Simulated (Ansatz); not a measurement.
Density of states of a Mg$_{2}$ZnCd$_{9}$S$_{6}$O$_{6}$ cell (elements on a wurtzite lattice, relaxed), per eV and atom, broadened by Gaussian smearing of width 0.1 eV and averaged over bins of 0.2 eV, from 8 eV under the Fermi level at most up to where the solved bands end.

Computed with Ansatz, DFT PBE, scalar-relativistic, plane waves, PAW.

Cutoff 420 eV; k points 6×4×4 on the computed 24-atom cell (Γ-centred); Gaussian smearing, width 0.02 eV; no spin polarisation.

```yaml
crystal:
  lattice:
    - [5.79441, 3.37660, -0.05620]
    - [-0.00088, 6.64944, 6.16301]
    - [5.68113, -3.28582, 6.12059]
  atoms:
    - { symbol: O, position: [0.99272, 0.37015, 0.01953] }
    - { symbol: O, position: [0.99426, 0.67050, 0.70608] }
    - { symbol: O, position: [0.90212, 0.74447, 0.07748] }
    - { symbol: O, position: [0.39151, 0.60953, 0.27121] }
    - { symbol: O, position: [0.40032, 0.93500, 0.94130] }
    - { symbol: O, position: [0.39205, 0.27627, 0.61168] }
    - { symbol: Mg, position: [0.04388, 0.58102, 0.91939] }
    - { symbol: Mg, position: [0.54561, 0.12317, 0.44683] }
    - { symbol: S, position: [0.96461, 0.02930, 0.32649] }
    - { symbol: S, position: [0.44739, 0.54283, 0.87442] }
    - { symbol: S, position: [0.48782, 0.86791, 0.51521] }
    - { symbol: S, position: [0.45044, 0.19452, 0.20007] }
    - { symbol: S, position: [0.90512, 0.43672, 0.42284] }
    - { symbol: S, position: [0.90142, 0.09785, 0.78351] }
    - { symbol: Zn, position: [0.07341, 0.26167, 0.21870] }
    - { symbol: Cd, position: [0.19704, 0.16850, 0.84702] }
    - { symbol: Cd, position: [0.18998, 0.50690, 0.50218] }
    - { symbol: Cd, position: [0.17825, 0.80053, 0.12961] }
    - { symbol: Cd, position: [0.64835, 0.33710, 0.67008] }
    - { symbol: Cd, position: [0.66325, 0.67662, 0.30143] }
    - { symbol: Cd, position: [0.65932, 0.97128, 0.01927] }
    - { symbol: Cd, position: [0.08047, 0.89259, 0.57772] }
    - { symbol: Cd, position: [0.61568, 0.41586, 0.09778] }
    - { symbol: Cd, position: [0.61966, 0.76113, 0.75293] }
```

| E − E_F (eV) | total | Cd 4d | O 2p | S 3p | Cd 5s |
| --- | --- | --- | --- | --- | --- |
| -7.75 | 0.167 | 0.154 | 0.003 | 0.009 | 0.001 |
| -7.55 | 2.884 | 2.654 | 0.088 | 0.116 | 0.011 |
| -7.35 | 4.900 | 4.553 | 0.190 | 0.106 | 0.021 |
| -7.15 | 4.275 | 4.075 | 0.095 | 0.055 | 0.017 |
| -6.95 | 4.031 | 3.881 | 0.044 | 0.036 | 0.011 |
| -6.75 | 1.997 | 1.882 | 0.018 | 0.020 | 0.007 |
| -6.55 | 0.481 | 0.444 | 0.004 | 0.006 | 0.002 |
| -6.35 | 0.014 | 0.013 | 0.000 | 0.000 | 0.000 |
| -6.15 | 0.000 | 0.000 | 0.000 | 0.000 | 0.000 |
| -5.95 | 0.039 | 0.001 | 0.001 | 0.002 | 0.000 |
| -5.75 | 1.155 | 0.035 | 0.034 | 0.043 | 0.009 |
| -5.55 | 0.878 | 0.023 | 0.019 | 0.024 | 0.005 |
| -5.35 | 0.011 | 0.000 | 0.000 | 0.000 | 0.000 |
| -5.15 | 0.000 | 0.000 | 0.000 | 0.000 | 0.000 |
| -4.95 | 0.000 | 0.000 | 0.000 | 0.000 | 0.000 |
| -4.75 | 0.000 | 0.000 | 0.000 | 0.000 | 0.000 |
| -4.55 | 0.026 | 0.001 | 0.006 | 0.011 | 0.003 |
| -4.35 | 0.337 | 0.015 | 0.075 | 0.145 | 0.035 |
| -4.15 | 0.425 | 0.019 | 0.136 | 0.145 | 0.088 |
| -3.95 | 0.835 | 0.036 | 0.270 | 0.281 | 0.202 |
| -3.75 | 0.895 | 0.040 | 0.280 | 0.311 | 0.208 |
| -3.55 | 0.622 | 0.029 | 0.216 | 0.201 | 0.123 |
| -3.35 | 0.539 | 0.028 | 0.214 | 0.155 | 0.088 |
| -3.15 | 0.404 | 0.021 | 0.168 | 0.120 | 0.052 |
| -2.95 | 0.375 | 0.018 | 0.165 | 0.124 | 0.029 |
| -2.75 | 0.605 | 0.030 | 0.292 | 0.204 | 0.026 |
| -2.55 | 0.662 | 0.034 | 0.336 | 0.213 | 0.025 |
| -2.35 | 0.724 | 0.038 | 0.388 | 0.224 | 0.020 |
| -2.15 | 0.876 | 0.045 | 0.481 | 0.272 | 0.019 |
| -1.95 | 0.990 | 0.051 | 0.543 | 0.317 | 0.015 |
| -1.75 | 1.067 | 0.060 | 0.592 | 0.342 | 0.013 |
| -1.55 | 1.070 | 0.064 | 0.557 | 0.384 | 0.010 |
| -1.35 | 1.023 | 0.061 | 0.441 | 0.463 | 0.009 |
| -1.15 | 1.035 | 0.060 | 0.370 | 0.553 | 0.007 |
| -0.95 | 1.003 | 0.059 | 0.316 | 0.581 | 0.006 |
| -0.75 | 0.613 | 0.036 | 0.159 | 0.389 | 0.004 |
| -0.55 | 0.515 | 0.028 | 0.083 | 0.383 | 0.002 |
| -0.35 | 0.339 | 0.018 | 0.046 | 0.263 | 0.001 |
| -0.15 | 0.018 | 0.001 | 0.002 | 0.014 | 0.000 |
| 0.05 | 0.000 | 0.000 | 0.000 | 0.000 | 0.000 |
| 0.25 | 0.004 | 0.000 | 0.000 | 0.000 | 0.002 |
| 0.45 | 0.001 | 0.000 | 0.000 | 0.000 | 0.000 |
| 0.65 | 0.002 | 0.000 | 0.000 | 0.000 | 0.001 |
| 0.85 | 0.026 | 0.000 | 0.003 | 0.004 | 0.011 |
| 1.05 | 0.023 | 0.000 | 0.003 | 0.004 | 0.010 |
| 1.25 | 0.026 | 0.000 | 0.003 | 0.004 | 0.011 |
| 1.45 | 0.033 | 0.000 | 0.004 | 0.005 | 0.015 |
| 1.65 | 0.065 | 0.000 | 0.008 | 0.011 | 0.029 |
| 1.85 | 0.060 | 0.000 | 0.007 | 0.010 | 0.027 |
| 2.05 | 0.103 | 0.000 | 0.014 | 0.017 | 0.048 |
| 2.25 | 0.106 | 0.000 | 0.013 | 0.018 | 0.051 |
| 2.45 | 0.138 | 0.000 | 0.016 | 0.023 | 0.067 |
| 2.65 | 0.240 | 0.001 | 0.028 | 0.036 | 0.116 |
| 2.85 | 0.252 | 0.001 | 0.029 | 0.034 | 0.121 |
| 3.05 | 0.238 | 0.001 | 0.029 | 0.029 | 0.115 |
| 3.25 | 0.213 | 0.001 | 0.025 | 0.025 | 0.102 |
| 3.45 | 0.273 | 0.001 | 0.029 | 0.032 | 0.123 |
| 3.65 | 0.241 | 0.001 | 0.024 | 0.026 | 0.105 |
| 3.85 | 0.289 | 0.001 | 0.030 | 0.028 | 0.125 |
| 4.05 | 0.276 | 0.001 | 0.026 | 0.028 | 0.117 |
| 4.25 | 0.336 | 0.001 | 0.033 | 0.033 | 0.136 |
| 4.45 | 0.405 | 0.001 | 0.037 | 0.035 | 0.140 |

The columns after the total are the largest Löwdin projections on the valence shells of the potentials, so they needn't add up, and the weight of a shell that a potential lacks goes to other orbitals. The cell has a gap on the mesh of 0.54 eV.

Cost: 2 runs of about 11 core-minutes in all (earlier runs that led there not counted), on Intel Xeon 6975P-C (Granite Rapids) (shared hosts).